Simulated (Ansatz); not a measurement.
## Piezoelectric tensor of Al5InAs6

All numbers below come from Ansatz 0.2.0, DFT PBE, scalar-relativistic, plane waves, PAW. Settings: 420 eV plane-wave cutoff, Γ-centred 6×6×4 mesh, fixed occupations. No spin polarisation.

Relaxed structure:
```
CELL_PARAMETERS angstrom
7.08532 0.00000 0.00000
-3.54266 6.13606 0.00000
0.00000 0.00000 6.72562
ATOMIC_POSITIONS crystal
Al 0.33832 0.33832 0.00033
Al 0.00000 0.66168 0.00033
Al 0.66168 0.00000 0.00033
Al 0.66667 0.33333 0.50090
Al 0.33333 0.66667 0.50090
In 0.00000 0.00000 0.50193
As 0.35265 0.35265 0.36977
As 0.00000 0.64735 0.36977
As 0.64735 0.00000 0.36977
As 0.66667 0.33333 0.87179
As 0.33333 0.66667 0.87179
As 0.00000 0.00000 0.89842
```

It was reached by relaxing an invented guess, and it needn't be the stable form of this composition.

Question: Give the relaxed-ion proper piezoelectric stress tensor e_iJ (C/m², Voigt columns xx yy zz yz xz xy).

Answer:
```
x   -0.048  0.048  0.000  0.000  0.008  0.000
y    0.000  0.000  0.000  0.008  0.000  0.048
z    0.006  0.006 -0.075  0.000  0.000  0.000
```
Signs follow the orientation of the cell as given.

Question: With the elastic constants (GPa, Voigt order)
```
116.3  43.2  30.3   0.0   0.1   0.0
 43.2 116.3  30.3   0.0  -0.1   0.0
 30.3  30.3 134.0   0.0   0.0   0.0
  0.0   0.0   0.0  29.7   0.0  -0.1
  0.1  -0.1   0.0   0.0  29.7   0.0
  0.0   0.0   0.0  -0.1   0.0  36.5
```
find the strain coefficients d = e·C⁻¹ (pC/N).

Answer:
```
x   -0.66  0.66  0.00  0.00  0.27  0.00
y    0.00  0.00  0.00  0.27  0.00  1.32
z    0.16  0.16 -0.64  0.00  0.00  0.00
```
